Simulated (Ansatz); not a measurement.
TaTe in space group Cmcm (No. 63; Te on 4c, Ta on 4c) at seven volumes, plane-wave PAW r²SCAN (Ansatz code), shape and atoms relaxed at each. One row is withheld.

```
V (Å³/atom)  P (GPa)
-----------  -------
19.783         13.11
20.435          8.01
21.088          3.65
21.740          0.00
22.392         -3.06
23.044         -5.62
23.696             ?
```

Q: Fit the shown pressures and predict the withheld one.

A: Third-order Birch–Murnaghan: P = (3/2)B₀(x^(7/2) − x^(5/2))[1 + (3/4)(B′ − 4)(x − 1)] with x = (V₀/V)^(2/3). Least squares on the six rows gives V₀ = 21.743 Å³/atom, B₀ = 111.1 GPa, B′ = 4.72. At V = 23.696, x = 0.9443 and P = -7.80 GPa. The run itself gave -7.71 GPa.

The start of the workflow was typed in or built on a structure type; neither database checked (COD, Materials Project) lists it. Its standing as an ambient phase is unchecked. Symmetry was held in the r²SCAN relaxation; its stability against distortions is not shown here. No spin polarisation was allowed. Spin–orbit coupling is left out wherever it is not named.

Potentials: the later of the program's two PAW sets.
